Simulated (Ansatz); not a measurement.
## Ag₂Sb: start and end of a relaxation

The cell of Ag₂Sb is invented: ordered superstructure of omega (P6/mmm, No. 191) (sublattice all; occupants of the shared sites, in ratio, Ag: 2, Sb: 1). Its size is a rough estimate.

start.cif

```cif
data_structure
_symmetry_space_group_name_H-M 'P 1'
_symmetry_Int_Tables_number 1
_cell_length_a 4.9087
_cell_length_b 4.9087
_cell_length_c 3.0090
_cell_angle_alpha 90.000
_cell_angle_beta 90.000
_cell_angle_gamma 120.000
_cell_volume 62.79
loop_
_atom_site_label
_atom_site_type_symbol
_atom_site_fract_x
_atom_site_fract_y
_atom_site_fract_z
_atom_site_occupancy
Ag1 Ag 0.33333 0.66667 0.50000 1
Ag2 Ag 0.66667 0.33333 0.50000 1
Sb1 Sb 0.00000 0.00000 0.00000 1
```

The calculation used Ansatz, DFT PBE, scalar-relativistic, plane waves, PAW. Cutoff 420 eV, Gaussian smearing, Γ-centred meshes. Cell and atoms relax on a converged mesh. In metals the finer mesh still leaves noise of several meV/atom or more. The steps can't lower the symmetry of their start. No spin polarisation.

end.cif

```cif
data_structure
_symmetry_space_group_name_H-M 'P 1'
_symmetry_Int_Tables_number 1
_cell_length_a 4.8981
_cell_length_b 4.8981
_cell_length_c 3.1090
_cell_angle_alpha 90.000
_cell_angle_beta 90.000
_cell_angle_gamma 120.000
_cell_volume 64.60
loop_
_atom_site_label
_atom_site_type_symbol
_atom_site_fract_x
_atom_site_fract_y
_atom_site_fract_z
_atom_site_occupancy
Ag1 Ag 0.33333 0.66667 0.50000 1
Ag2 Ag 0.66667 0.33333 0.50000 1
Sb1 Sb 0.00000 0.00000 0.00000 1
```

The symmetry stays P6/mmm (No. 191). The volume per atom grows by 2.9 %, from 20.9 to 21.5 Å³. The shortest distance stays 2.83 Å (Ag–Ag).

```
Volume per atom                             : 21.53 Å³
Density                                     : 8.68 g/cm³
Energy over the elements                    : +0.18 eV/atom
Gap on the 12×12×16 mesh of the 3-atom cell : 0 eV (a metal)
```

Formation energies are uncorrected and refer to the elements' standard structures at the same level. The separate elements lie lower, so it is unstable against them.

The last run used Gaussian smearing of 0.10 eV. Spin–orbit coupling, which can matter for Sb, is left out. Symmetry constrained the relaxation, so the result can be a saddle point. In all, the 2 runs took 46 s on 1 thread of Intel(R) Xeon(R) 6975P-C (Granite Rapids), with other jobs on the host.
